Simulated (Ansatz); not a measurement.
# BN: field gradients at two levels of theory

Cell: an entry of the Crystallography Open Database (COD), whose atoms a relaxation with PBE at fixed cell left in place.

```
CELL_PARAMETERS angstrom
2.49824 0.00000 0.00000
-1.24912 2.16354 0.00000
0.00000 0.00000 6.63570
ATOMIC_POSITIONS crystal
B 0.33333 0.66667 0.25000
B 0.66667 0.33333 0.75000
N 0.33333 0.66667 0.75000
N 0.66667 0.33333 0.25000
```

Atoms are numbered from 1 in the order listed; like atoms form one site, named after its first atom.

First run. The numbers come from a DFT calculation in Ansatz (PBE, plane waves and PAW, scalar-relativistic, 420 eV cutoff, Γ-centred 14×14×5 k-points, Fermi–Dirac smearing 0.02 eV).

```
site  atom  V_zz (10²¹ V/m²)     η
   B     1              2.83  0.00
   N     3             -0.26  0.00
```

Second run. The same atoms and settings, except that the functional is r2SCAN and the cutoff is 500 eV.

(1) What does the second run give?

Results:

(1) 

| site | atom | V_zz | η | change of V_zz |
| --- | --- | --- | --- | --- |
| B | 1 | 2.96 | 0.00 | +0.13 |
| N | 3 | -0.32 | 0.00 | -0.06 |

The largest change of V_zz is on B, from 2.83 to 2.96. In per cent, |V_zz| changes by +4 on B (all sites that start above 0.5).

For the first run: At this cell the PBE pressure is 5 GPa, so with PBE the cell would grow if it were relaxed.
